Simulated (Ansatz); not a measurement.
## TiO (P-62m): electronic heat capacity and spin susceptibility from the density of states

These are results of DFT PBEsol, scalar-relativistic, plane waves, PAW in Ansatz, not measurements.

Plane waves to 420 eV, a k mesh through Γ of 12×12×12 on the computed 6-atom cell and Gaussian smearing (0.10 eV); no spin polarisation.

Relaxed cell: P-62m, a = 4.958 Å, b = 4.958 Å, c = 2.836 Å, α = 90.00°, β = 90.00°, γ = 120.00°, 6 atoms in the primitive cell. This form isn't the usual stable structure of the compound.

The density of states at the Fermi level is 0.610 states/eV in the cell of 6 atoms (3 formula units; both spins, tetrahedra on a 18×18×18 mesh).

Task: What Sommerfeld coefficient and Pauli susceptibility does this give?

Result: Per formula unit N(E_F) = 0.203 states/eV. γ = (π²/3) k_B² N(E_F) N_A = 2.357 mJ/(mol K²) per state/eV, so γ = 0.5 mJ/(mol K²), a mole of formula units. χ_P = μ_B² N(E_F) N_A = 3.23×10⁻⁵ emu/mol per state/eV gives 0.7×10⁻⁵ emu/mol. This is the bare band result: a measured γ of the same phase is as a rule larger by a factor 1 + λ from phonons and spin fluctuations, the spin part of χ is larger by the Stoner factor, and a measured χ also holds orbital and core terms. N(E_F) at one energy is sensitive to the mesh where the density of states has sharp peaks.

Spin polarisation was left out, and a magnetic state may lie lower.

A ferromagnetic start lost its moments in a first run, so spin was left out; other magnetic orders weren't tried.

Cost: 1 run of about 2.4 core-minutes, on Oxide Virtual Turin-like Processor (Zen 5) (shared hosts).